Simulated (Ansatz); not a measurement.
SnO$_{2}$:
```yaml
crystal:
  lattice:
    - [3.54943, 0.00000, 0.00000]
    - [0.00000, 3.54943, 0.00000]
    - [0.00000, 0.00000, 5.42846]
  atoms:
    - { symbol: Sn, position: [0.00000, 0.00000, 0.00000] }
    - { symbol: Sn, position: [0.50000, 0.50000, 0.50000] }
    - { symbol: O, position: [0.00000, 0.50000, 0.17716] }
    - { symbol: O, position: [0.00000, 0.50000, 0.67716] }
    - { symbol: O, position: [0.50000, 0.00000, 0.32284] }
    - { symbol: O, position: [0.50000, 0.00000, 0.82284] }
```

r²SCAN in the plane-wave PAW code Ansatz gives a gap of 1.70 eV without spin–orbit coupling, maximum at M, minimum at Γ.

Q: What happens when spin–orbit coupling is switched on?

A: The gap grows by 0.01 eV, to 1.71 eV; maximum at M, minimum at Γ.

Q: Give the electron effective mass with spin–orbit coupling.

A: 0.18, 0.18, 0.19 mₑ (principal values).

Space group P4_2/nmc. The cell is a constructed one: a structure type filled with these elements; neither database checked (COD, Materials Project) lists it. It is not the phase usual at ambient conditions (space group No. 136). The r²SCAN relaxation kept the symmetry of its start. At this level the phase is mechanically unstable.

Potentials: the later of the program's two PAW sets.
